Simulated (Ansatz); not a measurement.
A geometry of SnSe away from equilibrium: the start of the relaxation of a relaxed SnSe cell stretched uniformly to 130 % of its volume. The numbers are results of PBE (plane waves to 420 eV, PAW, scalar-relativistic; Ansatz, an electronic-structure program), not measurements. Γ-centred k-mesh 2×5×5 on the run's cell (coarser than for final values), Fermi–Dirac smearing 0.05 eV.

```xyz
8
Lattice="12.8582 0.0000 0.0000 0.0000 4.5858 0.0000 0.0000 0.0000 4.9959" Properties=species:S:1:pos:R:3:forces:R:3 pbc="T T T" free_energy=-45975.171 pressure_GPa=-6.8
Sn     1.5565     1.1465     0.5810    0.9330    0.0000    0.6874
Sn     4.8725     3.4394     3.0789   -0.9330    0.0000    0.6874
Sn    11.3016     3.4394     4.4149   -0.9330    0.0000   -0.6874
Sn     7.9856     1.1465     1.9170    0.9330    0.0000   -0.6874
Se    10.9897     1.1465     2.3854   -0.5053    0.0000    0.5955
Se     8.2976     3.4394     4.8834    0.5053    0.0000    0.5955
Se     1.8685     3.4394     2.6105    0.5053    0.0000   -0.5955
Se     4.5606     1.1465     0.1125   -0.5053    0.0000   -0.5955
```

Positions in Å, forces in eV/Å, free energy of the cell in eV (comparable only within this code, potentials and settings). Largest force: 1.16 eV/Å, on Sn1, Sn2, Sn3, Sn4 (atoms numbered as listed); the geometry lies 0.23 eV/atom above the end of its relaxation.

No spin polarisation in the result.

The run could not lose the symmetry of its start.
